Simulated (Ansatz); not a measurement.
Vibrational response of SbP

Level of theory: Ansatz 0.2.0, DFT PBE, scalar-relativistic, plane waves, PAW. Plane waves to 420 eV; Γ-centred k mesh 18×18×18; Fermi-Dirac smearing of 0.15 eV. No spin polarisation. Phonons by linear response, acoustic sum rule imposed.

Relaxed structure:
```yaml
crystal:
  lattice:
    - [1.98133, 1.14392, 3.50836]
    - [-1.98133, 1.14392, 3.50836]
    - [0.00000, -2.28784, 3.50836]
  atoms:
    - { symbol: Sb, position: [0.48132, 0.48132, 0.48132] }
    - { symbol: P, position: [0.01943, 0.01943, 0.01943] }
```

It was reached by relaxing an invented guess, and it needn't be the stable form of this composition. In a metal, frequencies depend on the k mesh and the smearing, soft modes most. Spin–orbit coupling is left out, which matters for heavy elements.

Optical modes at Γ:
```
frequency (cm⁻¹)  degeneracy
             170           2
             243           1
```

All 3 optical modes at Γ are real: no displacement of atoms at fixed cell lowers the energy to second order. Strains and modes at other wave vectors aren't tested by this run.
